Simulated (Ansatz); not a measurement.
**Property card for HfN**

HfN:
Space group I4₁md (No. 109); a = 2.990 Å, b = 2.990 Å, c = 10.838 Å, α = 90.00°, β = 90.00°, γ = 90.00°

```json
[
 {"atom": "Hf", "site": "4a", "symmetry": "2mm.", "x": "0.0000", "y": "0.0000", "z": "0.7544"},
 {"atom": "N", "site": "4a", "symmetry": "2mm.", "x": "0.0000", "y": "0.0000", "z": "0.1616"}
]
```
(The calculation used a cell of 4 atoms; values per cell refer to that cell.)

Space group I4_1md (No. 109); conventional cell a = 2.9903 Å, b = 2.9903 Å, c = 10.8385 Å, α = 90.00°, β = 90.00°, γ = 90.00°.

Method: the program Ansatz at the PBE level (PAW). Structure relaxed to zero pressure with the same functional. Other levels are named where they apply.

Cell and energy:

- Volume per atom = 12.11 Å³
- Density = 13.19 g/cm³
- Formation energy from the elements (no fitted shifts) = -1.24 eV/atom

Electronic structure:

* **Electronic character**: metallic (no gap)
* **Density of states at the Fermi level**: 0.72 states/eV per atom (mean over ±0.08 eV)

A made-up cell: these elements were put on the sites of a structure type; neither database checked (COD, Materials Project) lists it. It is not the phase usual at ambient conditions (space group No. 225). Symmetry was held in the PBE relaxation; whether a distortion lowers the energy is not shown. The run is not spin-polarised. The references are the lowest solids computed at this level, not always the standard phases (solids in place of the gases). Spin–orbit coupling is left out wherever it is not named.

Potentials: the earlier of the program's two PAW sets.
